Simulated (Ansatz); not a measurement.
GePd:
```
GePd
1.0
    5.46073     0.00000     0.00000
   -2.73037     4.72913     0.00000
    0.00000     0.00000     3.93980
Pd Ge
3 3
Direct
  0.50000   0.00000   0.00000
  0.50000   0.50000   0.00000
  0.00000   0.50000   0.00000
  0.00000   0.00000   0.00000
  0.33333   0.66667   0.50000
  0.66667   0.33333   0.50000
```

Relaxed with LDA. Special points in fractions of this cell's reciprocal vectors: Γ (0.000, 0.000, 0.000); M (0.500, 0.000, 0.000); K (0.333, 0.333, 0.000); A (0.000, 0.000, 0.500); L (0.500, 0.000, 0.500); H (0.333, 0.333, 0.500).

Problem. List the band energies nearest the Fermi level at these points for LDA (plane waves, PAW; program Ansatz).

Solution. In eV from the Fermi level; about four levels below and three above (degenerate sets whole), none deeper than 8.9 eV; points with the same levels are listed once.

| k | below | above |
|---|---|---|
| Γ | -2.43 -1.82 -1.32 -0.90 | 1.08 1.08 2.53 |
| M | -2.57 -2.51 -0.24 -0.04 | 1.21 1.26 2.04 |
| K | -3.07 -3.07 -3.02 -2.10 -0.14 | 0.03 0.03 2.36 |
| A | -0.90 -0.85 -0.29 -0.08 | 3.54 3.54 4.73 4.73 |
| L | -2.45 -1.66 -1.46 -0.26 | 0.60 2.69 3.57 |
| H | -2.60 -2.60 -2.03 -1.48 | 0.50 2.61 2.61 |

Space group P6/mmm. The cell is a constructed one: a structure type filled with these elements; neither database checked (COD, Materials Project) lists it. COD files the formula under space group No. 62, so this cell is another polymorph or a model. Its standing as an ambient phase is unchecked. The LDA relaxation kept the symmetry of its start. At this level the phase is dynamically unstable (imaginary phonons). The run is not spin-polarised. Scalar-relativistic: spin–orbit coupling is off unless named, which matters more the heavier the elements.

Potentials: the later of the program's two PAW sets.
